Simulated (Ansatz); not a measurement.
Input and output for Sc2S (CdCl2 type): DFT, PBE, all-electron LAPW, scalar-relativistic (Ansatz 0.2.0).

The cell comes from a relaxation on PAW files under the same functional, begun from a prototype that needn't be the stable phase.

Command: `ansatz run input.yaml --threads 1 --pin off --max-ram 3072MiB --backend cpu --events-out ev --progress --plain --runs-dir out` It took 60 s on 1 thread of Intel(R) Xeon(R) Platinum 8375C CPU @ 2.90GHz (Ice Lake), with other jobs on the host, peak memory 0.84 GiB.

```yaml
crystal:
  lattice:
    - [1.7813853103, -1.0284832884, 5.6374756894]
    - [0.0, 2.0569665768, 5.6374756894]
    - [-1.7813853103, -1.0284832884, 5.6374756894]
  atoms:
    - { symbol: S, position: [0.0, 0.0, 0.0] }
    - { symbol: Sc, position: [0.245816379, 0.245816379, 0.245816379] }
    - { symbol: Sc, position: [0.754183621, 0.754183621, 0.754183621] }
kpoints:
  mp_grid: { grid: [12, 12, 12] }
  band_path:
    path:
      - [0.0, 0.0, 0.0]
      - [0.5, 0.5, 0.5]
      - [0.8111445313, 0.1888554687, 0.5]
      - [0.5, -0.1888554687, 0.1888554687]
      - [0.5, 0.0, 0.0]
      - [0.0, 0.0, 0.0]
      - [0.3444277344, -0.3444277344, 0.0]
      - [0.6555722656, 0.0, 0.3444277344]
      - [0.5, 0.0, 0.5]
    npoints: 14
scf:
  occupations: { method: fermi_dirac, width: 0.05 }
hamiltonian:
  xc: pbe
  pseudopotentials: { kind: all_electron, lapw: { basis_error: 0.0005 } }
output:
  forces: true
  stress: true
  eigenvalues: true
  populations: true
  dos: { projected: true, de: 0.2, e_range: [-14, 8] }
```

Output:

```
S: projections on atomic orbitals take those of the free atom 1s2 2s2 2p6 3s2 3p4, of charge +0.00 (hamiltonian.pseudopotentials.projection_atoms)
Sc: projections on atomic orbitals take those of the free atom 1s2 2s2 2p6 3s2 3p6 3d1 4s2, of charge +0.00 (hamiltonian.pseudopotentials.projection_atoms)
LAPW: plane waves up to 8.039 Å⁻¹, error target 5.0e-4 eV per atom; small_component_spin mean_spin; S in spheres of 1.142 Å, 14 of its electrons in bands, Dirac shells []; Sc in spheres of 1.392 Å, 11 of its electrons in bands, Dirac shells [] (how accurate: hamiltonian.pseudopotentials.lapw.basis_error, Limitations)
Engine: ansatz 0.2.0
Pseudopotentials: kind: all_electron
Pseudopotential: S, LAPW, valence charge 14, lapw/all_electron/scalar/gaussian/S, Koelling and Harmon's equation, gaussian nucleus
Pseudopotential: Sc, LAPW, valence charge 11, lapw/all_electron/scalar/gaussian/Sc, Koelling and Harmon's equation, gaussian nucleus
Functional definition: PBE
  parameter kappa = 0.804
  parameter beta = 0.06672455060314922
  exchange = pbe_x(kappa = kappa, mu = beta*pi^2/3)
  correlation = pbe_c(beta = beta)
Crystal: 3 atoms, lattice volume = 61.971 Å³
Basis set: ecut = 246.2442427121009 eV, 549 PW (Γ), FFT grids on a1−a3, a2−a3, a3, exchange–correlation at level 2
Bands: 22, of which v1, the nominal top of the filled ones, is band 18 counted from 1 (17 counted from 0)
Symmetry: 12 space group operations
Space group: R-3m (ITA 166), of the structure as read, at distance tolerance 4.0e-5 Å
k-points: 189 of 1728
Non-local potential: S, projectors of the file, none
Non-local potential: Sc, projectors of the file, none
Initial density: superposition of atomic densities (chi_scale 0.1, normalization cell, long waves kept (reshape's long-wave potential 0.08 eV rms))
Initial wavefunctions: plane waves of lowest kinetic energy (no species holds an atomic orbital)
Functional: x = pbe(κ = 0.804, μ = 0.2195149727645171), c = pbe(β = 0.06672455060314922)
iter 1 solved again at ethr=1.92e-3 eV; its pass at ethr=1.00e-1 eV (dr2=6.91e-1 eV) is discarded
SCF iter   1: F=—  HF=-52457.738127 eV  |F-HF|=—  |Δ(HF+E_count)|=         —  Δρ=2.38e-2  dr2=6.91e-1  ethr=1.92e-3  ⟨swp⟩=2.1  Hψ=29522  notcnv=0
preconditioner: auto → Kerker (q_TF=auto, 2.492 Å⁻¹)  [metal: Δε(μ)=0.021 eV  Ē_g=7.133 eV  σ=0.050 eV  W_gap=0.10  n_scr=16 (ndim 8)  ℏωp=16.3 eV  f_vac=0.000  D(μ)=1.74/eV (n_scr^D=16)]
SCF iter   2: F=—  HF=-52457.525945 eV  |F-HF|=—  |Δ(HF+E_count)|=   2.12e-1  Δρ=1.11e-2  dr2=1.47e-1  ethr=1.92e-3  ⟨swp⟩=3.0  Hψ=14329  notcnv=0
SCF iter   3: F=—  HF=-52457.518979 eV  |F-HF|=—  |Δ(HF+E_count)|=   6.97e-3  Δρ=7.55e-3  dr2=6.98e-2  ethr=4.07e-4  ⟨swp⟩=2.0  Hψ=13249  notcnv=0
iter 4 solved again at ethr=2.79e-6 eV; its pass at ethr=1.94e-4 eV (dr2=1.00e-3 eV) is discarded
SCF iter   4: F=—  HF=-52457.515092 eV  |F-HF|=—  |Δ(HF+E_count)|=         —  Δρ=1.43e-3  dr2=1.02e-3  ethr=2.79e-6  ⟨swp⟩=2.6  Hψ=22794  notcnv=0
the basis was enlarged: its passes take 402.0 KiB over the memory plan, 1 of 1 planned eigensolver slots
SCF iter   5: F=—  HF=-52457.514056 eV  |F-HF|=—  |Δ(HF+E_count)|=   1.04e-3  Δρ=3.53e-4  dr2=8.61e-5  ethr=2.79e-6  ⟨swp⟩=3.0  Hψ=14094  notcnv=0
SCF iter   6: F=—  HF=-52457.514071 eV  |F-HF|=—  |Δ(HF+E_count)|=   1.52e-5  Δρ=1.10e-4  dr2=1.06e-5  ethr=2.39e-7  ⟨swp⟩=2.6  Hψ=13109  notcnv=0
SCF iter   7: F=—  HF=-52457.514069 eV  |F-HF|=—  |Δ(HF+E_count)|=   1.60e-6  Δρ=2.84e-5  dr2=9.30e-7  ethr=2.94e-8  ⟨swp⟩=3.0  Hψ=13898  notcnv=0
SCF iter   8: F=—  HF=-52457.514069 eV  |F-HF|=—  |Δ(HF+E_count)|=   2.32e-7  Δρ=8.98e-6  dr2=1.19e-7  ethr=2.58e-9  ⟨swp⟩=3.0  Hψ=13312  notcnv=0
SCF iter   9: F=-52457.514069 eV  HF=-52457.514069 eV  |F-HF|=4.23e-9  |Δ(HF+E_count)|=   1.70e-8  Δρ=3.32e-6  dr2=7.49e-9  ethr=3.31e-10  ⟨swp⟩=3.0  Hψ=13906  notcnv=0
SCF 1 converged in 9 iterations: F = -52457.514069 eV  dr2 = 7.49e-9
NSCF: frozen V_eff on 113 k-points
SCF converged after 9 iterations
Free energy (F): -52457.514069 eV
Harris-Foulkes:  -52457.514069 eV  (|F-HF|=4.23e-9)
Internal energy: -52457.497284 eV  (E = F + TS)
E sigma→0 (E₀):  -52457.505677 eV
Entropy (-TS):   -0.016785 eV (-5.595 meV/atom)
Fermi energy:    10.840650 eV
--- Per-component energies (eV) ---
  E_band       = -1537.029253
  E_kinetic    = 52866.327627
  E_xc         = -2827.953773
  E_electrostatic = -102495.871138  (all electrons and nuclei)
  E_smearing   = -0.016785  (= −TS)
  E_closure    = 0.000000  (closes the sum)
  E_atoms      = -52440.570029  (free atoms, spherical and without spin; not in F)
  Σ components = -52457.514069   (vs F -52457.514069, Δ=0.00e0)
  Basis errors (estimates in eV, not in F): energy 1.4e-4 per atom: plane waves 1.2e-4 (6.8e-5 summed), levels above the bands 3.0e-18, relativity 3.2e-8, radial functions 2.2e-5, core shells 4.5e-7; eigenvalues (radial functions only) 7.9e-7; not estimated: angular momenta, meshes, grids; target (lapw.basis_error) 5.0e-4; muffin-tin radii S 1.142 Å, Sc 1.392 Å
--- Forces (eV/Å), atoms counted from 1 ---
  atom   1  S      0.00000000     0.00000000     0.00000000
  atom   2  Sc     0.00000000    -0.00000000    -0.00697988
  atom   3  Sc     0.00000000     0.00000000     0.00697988
  max |Σ_I F_I| component: 8.67e-19 eV/Å
--- Stress (GPa, compression-positive) ---
        0.025444       0.000000       0.000000
        0.000000       0.025444       0.000000
        0.000000       0.000000      -0.024484
  P = ⅓ Tr σ = 0.0088 GPa (0.088 kbar)
--- Band table (eV; the first three rows and the last of 189) ---
  k-point 0: bands = ["-195.9669", "-140.7425", "-140.7322", "-140.7322", "-38.9777", "-38.9480", "-17.7846", "-17.5526", "-17.5526", "-17.5331", "-17.5199", "-17.5199", "-3.9689", "4.9145", "6.9486", "6.9486", "8.0425", "11.3984", "11.3984", "11.5507", "12.2160", "12.2160"]
  k-point 1: bands = ["-195.9669", "-140.7425", "-140.7322", "-140.7322", "-38.9763", "-38.9475", "-17.7781", "-17.5634", "-17.5545", "-17.5341", "-17.5317", "-17.5228", "-3.9236", "4.9765", "6.6473", "6.9156", "8.2263", "11.2776", "11.4709", "11.6552", "11.9516", "12.2451"]
  k-point 2: bands = ["-195.9669", "-140.7425", "-140.7322", "-140.7322", "-38.9722", "-38.9464", "-17.7596", "-17.5905", "-17.5635", "-17.5594", "-17.5402", "-17.5307", "-3.7979", "5.1467", "6.0441", "6.8264", "8.5390", "10.9476", "11.6044", "11.6706", "11.9065", "12.3608"]
  k-point 188: bands = ["-195.9669", "-140.7425", "-140.7322", "-140.7322", "-38.9668", "-38.9590", "-17.6615", "-17.6601", "-17.5427", "-17.5427", "-17.5299", "-17.5299", "-3.9205", "4.4286", "7.0024", "7.0024", "9.8493", "10.1933", "11.5623", "11.5623", "12.2080", "12.2080"]
--- Löwdin populations: 3 sites ---
  site symbol       q [e]
     0      S     16.3722
     1     Sc     20.6581
     2     Sc     20.6581
  spilling = 0.005373 (of n_electrons = 58.000000)
```

populations.tsv:

```
# site	symbol	l	j	q
# orbitals = lowdin
# n_electrons = 58.000000
# spilling = 0.005373
# projection_atom_S: 1s2 2s2 2p6 3s2 3p4
# projection_atom_Sc: 1s2 2s2 2p6 3s2 3p6 3d1 4s2
0	S	0_1S	-	1.999880
0	S	0_2S	-	1.991613
0	S	0_3S	-	1.674338
0	S	1_2P	-	5.998899
0	S	1_3P	-	4.707464
1	Sc	0_1S	-	1.999987
1	Sc	0_2S	-	1.999202
1	Sc	0_3S	-	1.977160
1	Sc	0_4S	-	0.684478
1	Sc	1_2P	-	5.999987
1	Sc	1_3P	-	5.992898
1	Sc	2_3D	-	2.004383
2	Sc	0_1S	-	1.999987
2	Sc	0_2S	-	1.999202
2	Sc	0_3S	-	1.977160
2	Sc	0_4S	-	0.684478
2	Sc	1_2P	-	5.999987
2	Sc	1_3P	-	5.992898
2	Sc	2_3D	-	2.004383
```

Next run (cell and atoms relaxed), as changes to the input before:

```diff
   mp_grid: { grid: [12, 12, 12] }
-  band_path:
-    path:
-      - [0.0, 0.0, 0.0]
-      - [0.5, 0.5, 0.5]
-      - [0.8111445313, 0.1888554687, 0.5]
-      - [0.5, -0.1888554687, 0.1888554687]
-      - [0.5, 0.0, 0.0]
-      - [0.0, 0.0, 0.0]
-      - [0.3444277344, -0.3444277344, 0.0]
-      - [0.6555722656, 0.0, 0.3444277344]
-      - [0.5, 0.0, 0.5]
-    npoints: 14
 scf:
   eigenvalues: true
-  populations: true
-  dos: { projected: true, de: 0.2, e_range: [-14, 8] }
+relax:
+  f_tol: 0.005
+  max_steps: 12
+  cell: {}
```

Command: `ansatz run input.yaml --threads 1 --pin off --max-ram 3072MiB --backend cpu --events-out ev --progress --plain --runs-dir out` It took 2.6 min on 1 thread of Intel(R) Xeon(R) Platinum 8375C CPU @ 2.90GHz (Ice Lake), with other jobs on the host, peak memory 0.92 GiB.

Results part of the output:

```
basis re-selected at this cell: Δ(F+E_penalty+E_count) = -2.976e-9 eV, ΔP = -0.000 GPa vs the last step (what re-selecting the basis moved, after the strain that the cell walked since its last selection, with what the two solves' SCF thresholds leave and, on support functions, any second-order correction that the steps lacked; it is no measure of the basis error at this ecutwfc). This SCF's stress stands 2.53e-2 GPa from its target on what of the cell is left free (relax.cell.stress_tol is 5.00e-2 GPa) and its largest allowed force component is 9.38e-4 eV/Å (relax.f_tol is 5.00e-3 eV/Å): within both
SCF converged after 2 iterations
Free energy (F): -52457.514002 eV
Harris-Foulkes:  -52457.514002 eV  (|F-HF|=1.15e-8)
Internal energy: -52457.497199 eV  (E = F + TS)
E sigma→0 (E₀):  -52457.505601 eV
Entropy (-TS):   -0.016803 eV (-5.601 meV/atom)
Fermi energy:    10.845659 eV
--- Per-component energies (eV) ---
  E_band       = -6001.196127
  E_kinetic    = 52866.342544
  E_xc         = -2827.957020
  E_electrostatic = -102495.882724  (all electrons and nuclei)
  E_smearing   = -0.016803  (= −TS)
  E_closure    = 0.000000  (closes the sum)
  E_atoms      = -52440.570029  (free atoms, spherical and without spin; not in F)
  Σ components = -52457.514002   (vs F -52457.514002, Δ=0.00e0)
  Basis errors (estimates in eV, not in F): energy 1.6e-4 per atom: plane waves 1.3e-4 (7.5e-5 summed), levels above the bands 1.2e-19, relativity 8.7e-9, radial functions 2.4e-5, core shells 7.3e-8; eigenvalues (radial functions only) 3.0e-7; not estimated: angular momenta, meshes, grids; target (lapw.basis_error) 5.0e-4; muffin-tin radii S 1.110 Å, Sc 1.348 Å
[... lines left out ...]
        0.000000       0.025288      -0.000000
        0.000000      -0.000000       0.008105
  P = ⅓ Tr σ = 0.0196 GPa (0.196 kbar)
--- Band table (eV; the first three rows and the last of 189) ---
  k-point 0: bands = ["-372.0324", "-372.0324", "-372.0286", "-372.0286", "-372.0286", "-372.0286", "-195.9615", "-140.7371", "-140.7268", "-140.7268", "-38.9724", "-38.9425", "-17.7794", "-17.5473", "-17.5473", "-17.5274", "-17.5144", "-17.5144", "-3.9635", "4.9202", "6.9545", "6.9545", "8.0470", "11.4026", "11.4026", "11.5582", "12.2223", "12.2223", "12.6811"]
  k-point 1: bands = ["-372.0324", "-372.0324", "-372.0286", "-372.0286", "-372.0286", "-372.0286", "-195.9615", "-140.7371", "-140.7268", "-140.7268", "-38.9709", "-38.9420", "-17.7729", "-17.5581", "-17.5491", "-17.5284", "-17.5262", "-17.5173", "-3.9183", "4.9822", "6.6531", "6.9215", "8.2310", "11.2821", "11.4750", "11.6626", "11.9571", "12.2514", "12.8774"]
  k-point 2: bands = ["-372.0324", "-372.0324", "-372.0286", "-372.0286", "-372.0286", "-372.0286", "-195.9615", "-140.7371", "-140.7268", "-140.7268", "-38.9668", "-38.9409", "-17.7544", "-17.5852", "-17.5580", "-17.5541", "-17.5345", "-17.5252", "-3.7925", "5.1523", "6.0498", "6.8322", "8.5437", "10.9527", "11.6096", "11.6745", "11.9132", "12.3670", "12.8885"]
  k-point 188: bands = ["-372.0324", "-372.0324", "-372.0286", "-372.0286", "-372.0286", "-372.0286", "-195.9615", "-140.7371", "-140.7268", "-140.7268", "-38.9614", "-38.9535", "-17.6564", "-17.6543", "-17.5374", "-17.5374", "-17.5244", "-17.5244", "-3.9149", "4.4331", "7.0085", "7.0085", "9.8574", "10.1970", "11.5669", "11.5669", "12.2145", "12.2145", "12.5036"]
--- Relaxed structure (3 steps of the walk, 2 accepted, 1 SCFs on fresh bases) ---
  F+E_penalty+E_count = -52457.51400193 eV   max|allowed force component| = 9.376e-4 eV/Å   (the final SCF, on the basis selected at the relaxed cell)
  cell:  # Å, volume = 61.9492 Å³
    - [1.7814069570088715, -1.028495786165344, 5.635323413995285]
    - [-7.384404263519104e-35, 2.0569915723306873, 5.635323413995285]
    - [-1.7814069570088715, -1.028495786165344, 5.635323413995285]
  atoms:
    - { symbol: S, position: [6.410683505764241e-21, 6.410683505764244e-21, 6.410683505764241e-21] }
    - { symbol: Sc, position: [0.24576745376332212, 0.24576745376332215, 0.24576745376332212] }
    - { symbol: Sc, position: [0.7542325462366779, 0.7542325462366779, 0.7542325462366779] }
```

Next run (volume at 0.7 of the series' base cell), as changes to the input before:

```diff
   lattice:
-    - [1.7813853103, -1.0284832884, 5.6374756894]
-    - [0.0, 2.0569665768, 5.6374756894]
-    - [-1.7813853103, -1.0284832884, 5.6374756894]
+    - [1.6200059144, -0.9353108507, 4.7716134632]
+    - [0.0, 1.8706217016, 4.7716134631]
+    - [-1.6200059144, -0.9353108507, 4.7716134632]
   atoms:
-    - { symbol: Sc, position: [0.245816379, 0.245816379, 0.245816379] }
-    - { symbol: Sc, position: [0.754183621, 0.754183621, 0.754183621] }
+    - { symbol: Sc, position: [0.237613174, 0.237613174, 0.237613174] }
+    - { symbol: Sc, position: [0.762386826, 0.762386826, 0.762386826] }
 kpoints:
   mp_grid: { grid: [12, 12, 12] }
+  band_path:
+    path:
+      - [0.0, 0.0, 0.0]
+      - [0.5, 0.5, 0.5]
+      - [0.8077185801, 0.1922814199, 0.5]
+      - [0.5, -0.1922814199, 0.1922814199]
+      - [0.5, 0.0, 0.0]
+      - [0.0, 0.0, 0.0]
+      - [0.3461407099, -0.3461407099, 0.0]
+      - [0.6538592901, 0.0, 0.3461407099]
+      - [0.5, 0.0, 0.5]
+    npoints: 8
 scf:
   eigenvalues: true
-relax:
-  f_tol: 0.005
-  max_steps: 12
-  cell: {}
+  populations: true
```

Results part of the output:

```
SCF 1 converged in 9 iterations: F = -52455.345023 eV  dr2 = 1.93e-8
the search or the solves at the SCF's close seem to have found levels that the self-consistency loop had missed (the run counts 1). By its estimate they hold under 1e-12 electrons; where the run keeps them, the occupations were computed again with them
NSCF: frozen V_eff on 65 k-points
SCF converged after 9 iterations
Free energy (F): -52455.345023 eV
Harris-Foulkes:  -52455.345023 eV  (|F-HF|=9.51e-9)
Internal energy: -52455.335469 eV  (E = F + TS)
E sigma→0 (E₀):  -52455.340246 eV
Entropy (-TS):   -0.009555 eV (-3.185 meV/atom)
Fermi energy:    16.170988 eV
--- Per-component energies (eV) ---
  E_band       = -5717.975347
  E_kinetic    = 52902.258290
  E_xc         = -2838.159058
  E_electrostatic = -102519.434700  (all electrons and nuclei)
  E_smearing   = -0.009555  (= −TS)
  E_closure    = 0.000000  (closes the sum)
  E_atoms      = -52440.570029  (free atoms, spherical and without spin; not in F)
  Σ components = -52455.345023   (vs F -52455.345023, Δ=0.00e0)
  Basis errors (estimates in eV, not in F): energy 1.5e-4 per atom: plane waves 1.3e-4 (7.0e-5 summed), levels above the bands 2.0e-21, relativity 8.2e-9, radial functions 2.1e-5, core shells 4.2e-7; eigenvalues (radial functions only) 6.9e-7; not estimated: angular momenta, meshes, grids; target (lapw.basis_error) 5.0e-4; muffin-tin radii S 1.049 Å, Sc 1.269 Å
--- Forces (eV/Å), atoms counted from 1 ---
  atom   1  S     -0.00000000     0.00000000    -0.00000000
  atom   2  Sc     0.00000000    -0.00000000    -0.00648057
  atom   3  Sc     0.00000000     0.00000000     0.00648057
  max |Σ_I F_I| component: 9.25e-18 eV/Å
--- Stress (GPa, compression-positive) ---
       48.154341       0.000000       0.000000
       -0.000000      48.154341      -0.000000
        0.000000      -0.000000      48.067264
  P = ⅓ Tr σ = 48.1253 GPa (481.253 kbar)
--- Band table (eV; the first three rows and the last of 189) ---
  k-point 0: bands = ["-365.2168", "-365.2168", "-365.2125", "-365.2125", "-365.2125", "-365.2125", "-190.6304", "-135.4000", "-135.3776", "-135.3776", "-32.7542", "-32.5057", "-12.1017", "-11.3013", "-11.3013", "-11.0842", "-11.0842", "-11.0621", "0.6681", "9.4704", "12.0210", "12.0210", "13.9547", "16.3180", "16.3180", "17.8593", "18.2641", "18.2641", "18.7178"]
  k-point 1: bands = ["-365.2168", "-365.2168", "-365.2125", "-365.2125", "-365.2125", "-365.2125", "-190.6304", "-135.4000", "-135.3776", "-135.3776", "-32.7465", "-32.5060", "-12.0781", "-11.3439", "-11.3087", "-11.1239", "-11.0907", "-11.0585", "0.7452", "9.5553", "11.6802", "11.9968", "14.1183", "16.2130", "16.4222", "17.7878", "18.0082", "18.2976", "18.9801"]
  k-point 2: bands = ["-365.2168", "-365.2168", "-365.2125", "-365.2125", "-365.2125", "-365.2125", "-190.6304", "-135.4000", "-135.3776", "-135.3776", "-32.7246", "-32.5076", "-12.0115", "-11.4456", "-11.3288", "-11.2298", "-11.1084", "-11.0653", "0.9550", "9.7835", "10.9779", "11.9290", "14.3569", "15.9076", "16.7092", "17.2124", "18.1426", "18.4430", "19.1132"]
  k-point 188: bands = ["-365.2168", "-365.2168", "-365.2125", "-365.2125", "-365.2125", "-365.2125", "-190.6304", "-135.4000", "-135.3776", "-135.3776", "-32.7154", "-32.5462", "-11.7467", "-11.4682", "-11.2790", "-11.2790", "-11.1081", "-11.1081", "0.9529", "8.8478", "12.2813", "12.2813", "14.5883", "16.6319", "16.6319", "16.9409", "17.7842", "17.7842", "18.1986"]
--- Löwdin populations: 3 sites ---
  site symbol       q [e]
     0      S     16.0005
     1     Sc     20.8628
     2     Sc     20.8628
  spilling = 0.004722 (of n_electrons = 58.000000)
```
